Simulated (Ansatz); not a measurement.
The start is a relaxed FeNi cell shaken by Gaussian noise of σ = 0.08 Å a coordinate. A full variable-cell relaxation at zero pressure is run with PBE (plane waves to 420 eV, PAW, scalar-relativistic; Ansatz, a first-principles code). The first steps use a coarse 15×15×2 k-mesh.

The start:
```yaml
crystal:
  lattice:
    - [2.51729, 0.00000, 0.00000]
    - [-1.25865, 2.18004, 0.00000]
    - [0.00000, 0.00000, 16.50624]
  atoms:
    - { symbol: Fe, position: [0.33591, 0.64921, 0.12674] }
    - { symbol: Fe, position: [0.71269, 0.36135, 0.61068] }
    - { symbol: Fe, position: [0.68475, 0.31180, 0.87229] }
    - { symbol: Fe, position: [0.28799, 0.64120, 0.37922] }
    - { symbol: Ni, position: [0.98021, 0.03202, 0.00257] }
    - { symbol: Ni, position: [0.04887, 0.01798, 0.49772] }
    - { symbol: Ni, position: [0.35511, 0.70732, 0.74925] }
    - { symbol: Ni, position: [0.65200, 0.31722, 0.25394] }
```
Spin-polarised start, with parallel moments on Fe.

Task: How large is the pressure on the unrelaxed cell, and of which sign?

Result: +2.7 GPa (positive: the cell is compressed).

Task: Is the parent structure recovered?

Result: The parent structure is recovered, P6₃/mmc (No. 194).

Task: How do the shortest distances between atoms change?

Result: The closest pairs of elements (up to four, under 3.6 Å), start → end: Fe–Ni 2.35 → 2.52 Å; Fe–Fe 2.52 → 2.52 Å; Ni–Ni 2.52 → 2.52 Å.

Task: What band gap does the relaxed structure have at this level?

Result: Zero (metallic).

Task: What magnetic moments remain?

Result: Net 1.60 μB/atom, ferromagnetic.

Relaxed structure:

```cif
data_Fe4Ni4
_chemical_formula_sum 'Fe4 Ni4'
_space_group_name_H-M_alt 'P63/mmc'
_space_group_IT_number 194
_space_group_name_Hall '-P 6c 2c'
_cell_length_a 2.51729
_cell_length_b 2.51729
_cell_length_c 16.50619
_cell_angle_alpha 90.000
_cell_angle_beta 90.000
_cell_angle_gamma 120.000
loop_
_atom_site_label
_atom_site_type_symbol
_atom_site_symmetry_multiplicity
_atom_site_Wyckoff_symbol
_atom_site_fract_x
_atom_site_fract_y
_atom_site_fract_z
_atom_site_occupancy
Fe1 Fe 4 f 0.66667 0.33333 0.12509 1
Ni1 Ni 2 a 0.00000 0.00000 0.00000 1
Ni2 Ni 2 c 0.33333 0.66667 0.25000 1
```

Final values are on a 21×21×3 k-mesh of the relaxed cell. Spin state reached: ferromagnetic (net 1.60 μB/atom), from parallel starting moments; other spin orders were not run from this start.

The relaxed structure here is a generated cell of FeNi: the first start was made by placing the elements on the sites of a structure type, and the end was not matched to a known phase here, so it may be hypothetical.
